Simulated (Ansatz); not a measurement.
AgBr:
```
CELL_PARAMETERS angstrom
      0.00000     2.92044     2.92044
      2.92044     0.00000     2.92044
      2.92044     2.92044     0.00000
ATOMIC_POSITIONS crystal
  Ag 0.50000 0.50000 0.50000
  Br 0.00000 0.00000 0.00000
```

Relaxed with PBE. Special points in fractions of this cell's reciprocal vectors: Γ (0.000, 0.000, 0.000); X (0.500, 0.000, 0.500); U (0.625, 0.250, 0.625); K (0.375, 0.375, 0.750); L (0.500, 0.500, 0.500); W (0.500, 0.250, 0.750).

**Question.** List the band energies nearest the valence-band maximum at these points for plane-wave PAW PBE (Ansatz code).

**Answer.** In eV from the valence-band maximum; about four levels below and three above (degenerate sets whole), none deeper than 8.9 eV; … stands for higher levels left out; points with the same levels are listed once.

```
k                                            below           above
-  -----------------------------------------------  --------------
Γ  -2.59 -2.59 -2.59 -2.59 -2.59 -1.75 -1.75 -1.75          0.69 …
X                          -2.45 -2.23 -2.23 -2.16  1.71 7.15 8.86
U                          -2.27 -2.06 -1.88 -1.09  3.00 6.84 8.14
L                      -2.32 -2.32 -2.00 0.00 0.00     3.88 6.29 …
W                    -2.23 -2.23 -2.12 -2.12 -1.39     3.71 7.13 …
```

Space group Fm-3m (rock salt). The cell was relaxed with PBE under the symmetry of its start; phonons on a q-mesh show no instability. The run is not spin-polarised. Spin–orbit coupling is left out wherever it is not named.

Potentials: the later of the program's two PAW sets.
